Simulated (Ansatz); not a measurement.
In2SeS:
```cif
data_In2SSe
_chemical_formula_sum 'In2 Se1 S1'
_space_group_name_H-M_alt 'P3m1'
_space_group_IT_number 156
_space_group_name_Hall 'P 3 -2"'
_cell_length_a 4.00903
_cell_length_b 4.00903
_cell_length_c 9.21747
_cell_angle_alpha 90.000
_cell_angle_beta 90.000
_cell_angle_gamma 120.000
loop_
_atom_site_label
_atom_site_type_symbol
_atom_site_symmetry_multiplicity
_atom_site_Wyckoff_symbol
_atom_site_fract_x
_atom_site_fract_y
_atom_site_fract_z
_atom_site_occupancy
In1 In 1 a 0.00000 0.00000 0.44943 1
In2 In 1 b 0.33333 0.66667 0.02460 1
Se1 Se 1 b 0.33333 0.66667 0.58551 1
S1 S 1 a 0.00000 0.00000 0.18845 1
```

Relaxed with PBEsol.

### Question
Which orbitals make up the states near the band edges in DFT-PBEsol in the program Ansatz with PAW potentials?

### Answer
Top 1 eV of the valence band: In 5s 37 %, S 3p 27 %, In 5p 24 %, Se 4p 8 %. Bottom 1 eV of the conduction band: In 5p 30 %, In 5s 29 %, Se 4p 22 %, S 3p 6 %, S 3s 6 %. Projections are on Löwdin-orthogonalised atomic valence shells; empty p or d shells of many metals are not among them.

### Question
Tabulate the density of states.

### Answer
States/eV per cell of 4 atoms, in 0.25 eV bins, energy from the valence-band maximum.

```tsv
E (eV)	total	In 5p	Se 4p	S 3p
-7.85	0.00	0.00	0.00	0.00
-7.60	0.00	0.00	0.00	0.00
-7.35	0.00	0.00	0.00	0.00
-7.10	0.00	0.00	0.00	0.00
-6.85	0.00	0.00	0.00	0.00
-6.60	0.43	0.03	0.17	0.04
-6.35	4.01	0.21	1.37	0.53
-6.10	3.55	0.20	0.69	0.91
-5.85	0.00	0.00	0.00	0.00
-5.60	0.00	0.00	0.00	0.00
-5.35	0.00	0.00	0.00	0.00
-5.10	0.83	0.07	0.03	0.39
-4.85	4.18	0.37	0.28	1.72
-4.60	1.16	0.10	0.23	0.29
-4.35	1.21	0.15	0.39	0.17
-4.10	4.25	1.02	1.35	1.29
-3.85	2.26	0.52	0.83	0.66
-3.60	2.22	0.56	0.88	0.68
-3.35	1.37	0.32	0.76	0.22
-3.10	1.84	0.40	0.99	0.38
-2.85	4.42	0.78	2.48	0.97
-2.60	5.71	0.77	3.13	1.57
-2.35	3.19	0.37	1.35	1.34
-2.10	2.96	0.31	0.91	1.62
-1.85	2.43	0.21	0.56	1.58
-1.60	1.30	0.08	0.21	0.98
-1.35	0.81	0.05	0.15	0.59
-1.10	0.82	0.21	0.11	0.28
-0.85	3.28	0.81	0.32	0.90
-0.60	2.44	0.59	0.14	0.62
-0.35	1.09	0.24	0.06	0.30
-0.10	0.23	0.04	0.02	0.07
0.15	0.00	0.00	0.00	0.00
0.40	0.00	0.00	0.00	0.00
0.65	0.04	0.01	0.01	0.00
0.90	0.44	0.14	0.09	0.02
1.15	1.17	0.35	0.26	0.07
1.40	2.08	0.59	0.47	0.15
1.65	2.99	0.77	0.73	0.25
1.90	1.47	0.38	0.36	0.15
2.15	1.66	0.97	0.19	0.14
2.40	2.34	1.34	0.28	0.19
2.65	2.34	1.34	0.27	0.18
2.90	3.07	1.79	0.32	0.26
3.15	2.73	1.54	0.35	0.27
3.40	2.11	1.19	0.23	0.26
3.65	1.12	0.71	0.10	0.10
3.90	1.10	0.71	0.08	0.08
4.15	5.79	3.52	0.25	0.49
4.40	1.79	1.17	0.09	0.12
4.65	6.99	4.82	0.45	0.42
4.90	1.13	0.71	0.06	0.10
5.15	2.44	1.42	0.12	0.24
```

The start of the workflow was typed in or built on a structure type; neither database checked (COD, Materials Project) lists it. Its standing as an ambient phase is unchecked. The cell was relaxed with PBEsol under the symmetry of its start. At this level the phase is mechanically unstable. Scalar-relativistic: spin–orbit coupling is off unless named, which matters more the heavier the elements.

Potentials: the earlier of the program's two PAW sets. The files were generated under PBE; for other functionals the program regenerates the frozen cores, and for LDA and PBEsol the local potential too.
